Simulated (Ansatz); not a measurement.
CsPbCl3:
```xyz
5
Lattice="5.6714 0.0000 0.0000 0.0000 5.6714 0.0000 0.0000 0.0000 5.6714" Properties=species:S:1:pos:R:3 pbc="T T T"
Cs     0.0000     0.0000     0.0000
Pb     2.8357     2.8357     2.8357
Cl     0.0000     2.8357     2.8357
Cl     2.8357     2.8357     0.0000
Cl     2.8357     0.0000     2.8357
```

Relaxed with r²SCAN. Special points in fractions of this cell's reciprocal vectors: Γ (0.000, 0.000, 0.000); X (0.000, 0.500, 0.000); M (0.500, 0.500, 0.000); R (0.500, 0.500, 0.500).

Question: List the band energies nearest the valence-band maximum at these points for the program Ansatz at the r²SCAN with spin–orbit coupling level (PAW).

Answer: In eV from the valence-band maximum; about four levels below and three above (degenerate sets whole), none deeper than 8.9 eV; points with the same levels are listed once.

```json
[
 {"k": "Γ", "below": "-2.46 -2.46 -2.46 -2.46", "above": "3.96 3.96 4.84 4.84 4.84 4.84"},
 {"k": "X", "below": "-2.57 -2.57 -1.67 -1.67", "above": "3.03 3.03 5.16 5.16"},
 {"k": "M", "below": "-2.20 -2.20 -0.80 -0.80", "above": "2.07 2.07 3.49 3.49"},
 {"k": "R", "below": "-2.17 -2.17 -2.17 -2.17 0.00 0.00", "above": "1.17 1.17 2.88 2.88 2.88 2.88"}
]
```

Space group Pm-3m (cubic perovskite). This is a known high-temperature phase of the composition, computed here at zero pressure and temperature. The r²SCAN relaxation kept the symmetry of its start; whether a distortion lowers the energy is not shown.

Potentials: the later of the program's two PAW sets.
